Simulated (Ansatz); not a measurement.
BaO:
Space group Fm-3m (No. 225); a = b = c = 5.434 Å, α = β = γ = 90.00°

| atom | site | symmetry | x | y | z |
|---|---|---|---|---|---|
| Ba | 4a | m-3m | 0.0000 | 0.0000 | 0.0000 |
| O | 4b | m-3m | 0.5000 | 0.5000 | 0.5000 |
(The calculation used a cell of 2 atoms; values per cell refer to that cell.)

Relaxed with LDA.

Q: Give the optical modes at the zone centre with their infrared and Raman activity from DFPT, plane-wave PAW LDA (Ansatz code).

A: Transverse frequencies, without the LO–TO term; a row sums one degenerate level.

| ω (cm⁻¹) | degeneracy | IR ((D/Å)²/amu) | Raman (Å⁴/amu) | activity | symmetry |
|---|---|---|---|---|---|
| 86 | 3 | 37.82 | 0 | IR | T1u |

Q: How high does the top mode go among those that the LO–TO term moves?

A: 405 cm⁻¹ for q along x.

The cell was relaxed with LDA under the symmetry of its start; phonons on a q-mesh show no instability. Scalar-relativistic: spin–orbit coupling is off unless named, which matters more the heavier the elements.

Potentials: the later of the program's two PAW sets.
